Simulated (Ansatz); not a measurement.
Starting cell, LiH (rock salt):

```xyz
2
Lattice="0.0000 2.0036 2.0036 2.0036 0.0000 2.0036 2.0036 2.0036 0.0000" Properties=species:S:1:pos:R:3 pbc="T T T"
H      0.0000     0.0000     0.0000
Li     2.0036     2.0036     2.0036
```

In each cell atom 1 (H, nearest neighbour Li at 2.004 Å; its periodic images, 2.8 Å or more away, move with it) moves by s·(1.000, 0.000, 0.000) (along Cartesian x), the rest being held.

The numbers are results of PBE (plane waves to 420 eV, PAW, scalar-relativistic; Ansatz, a program for electronic structure), not measurements. k mesh 11×11×11 (Γ-centred), Fermi-Dirac smearing 0.05 eV. The energy includes the smearing's −TS. Stress and pressure are positive under compression. LiH was relaxed with its symmetry unable to fall. The zero of ΔE is the undisplaced structure.

Estimate the ΔE (meV/cell) and P (GPa) for s (Å) = -0.400, -0.160, 0.080, 0.240, 0.400.


```json
[
 {"s (Å)": "-0.400", "ΔE (meV/cell)": "142.2", "P (GPa)": "3.0"},
 {"s (Å)": "-0.160", "ΔE (meV/cell)": "15.6", "P (GPa)": "0.4"},
 {"s (Å)": "0.080", "ΔE (meV/cell)": "3.6", "P (GPa)": "0.1"},
 {"s (Å)": "0.240", "ΔE (meV/cell)": "38.9", "P (GPa)": "1.0"},
 {"s (Å)": "0.400", "ΔE (meV/cell)": "142.2", "P (GPa)": "3.0"}
]
```

(For displaced atoms, the force is minus the slope of the energy, and its curvature is a force constant, which sets phonon frequencies.)
